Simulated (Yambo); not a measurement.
Material: K2TiF6 (space group P-3m1, No. 164); a = b = 5.685 Å, c = 4.590 Å, α = β = 90.00°, γ = 120.00° (9 atoms in the cell). The geometry is that of Materials Project entry mp-3970, symmetrised and not relaxed again.

With PBEsol (Quantum ESPRESSO, PseudoDojo norm-conserving, 84 Ry, scalar-relativistic), the gap between the mesh's edge points (Γ → Γ) is 4.980 eV.

Problem. What does a G0W0 run in Yambo give for it (3×3×2 Γ-centred k mesh, bands 2 to 198 and a 7 Ry block in the screening, 198 bands in G with the Bruneval-Gonze terminator, plasmon pole fitted at 27.2 eV)?

Solution. The correction is 4.533 eV, giving 9.513 eV, 1.9 times the PBEsol value.  Nearest settings tried, and what they do to the gap: 6 Ry block (229 vectors against 283): +69 meV. Not varied: bands in G, bands in W, mesh. So the settings aren't converged at that level.
